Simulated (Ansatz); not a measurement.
RuN2:
```xyz
6
Lattice="4.0671 0.0000 0.0000 0.0000 4.8876 0.0000 0.0000 0.0000 2.7094" Properties=species:S:1:pos:R:3 pbc="T T T"
Ru     0.0000     0.0000     0.0000
Ru     2.0335     2.4438     1.3547
N      1.5388     4.4424     1.3547
N      2.5283     0.4452     1.3547
N      3.5723     2.8890     0.0000
N      0.4947     1.9986     0.0000
```

Relaxed with r²SCAN. Special points in fractions of this cell's reciprocal vectors: Γ (0.000, 0.000, 0.000); X (0.500, 0.000, 0.000); S (0.500, 0.500, 0.000); Y (0.000, 0.500, 0.000); Z (0.000, 0.000, 0.500); U (0.500, 0.000, 0.500); R (0.500, 0.500, 0.500); T (0.000, 0.500, 0.500).

List the band energies nearest the Fermi level at these points for the program Ansatz at the r²SCAN with spin–orbit coupling level (PAW).

In eV from the Fermi level; about four levels below and three above (degenerate sets whole), none deeper than 8.9 eV; points with the same levels are listed once.

```tsv
k	below	above
Γ	-0.39 -0.39 -0.26 -0.26	0.14 0.14 4.64 4.64
X	-0.38 -0.38 -0.38 -0.38	2.29 2.29 2.29 2.29
S	-0.02 -0.02 -0.02 -0.02	0.10 0.10 0.10 0.10
Y	-1.20 -1.20 -1.20 -1.20	0.07 0.07 0.07 0.07
Z	-0.84 -0.84 -0.84 -0.84	0.69 0.69 0.69 0.69
U	-0.64 -0.64 -0.58 -0.58	2.53 2.53 2.53 2.53
R	-0.74 -0.74 -0.74 -0.74	2.25 2.25 2.25 2.25
T	-1.12 -1.12 -1.10 -1.10	0.07 0.07 0.08 0.08
```

Space group Pnnm. The workflow started from a Materials Project entry (that database holds measured and hypothetical structures alike); the Crystallography Open Database copy checked does not list it. Its standing as an ambient phase is unchecked. The r²SCAN relaxation kept the symmetry of its start; whether a distortion lowers the energy is not shown. No spin polarisation was allowed. Its formation energy is positive at this level, so the cell may be metastable or incomplete.

Potentials: the later of the program's two PAW sets.
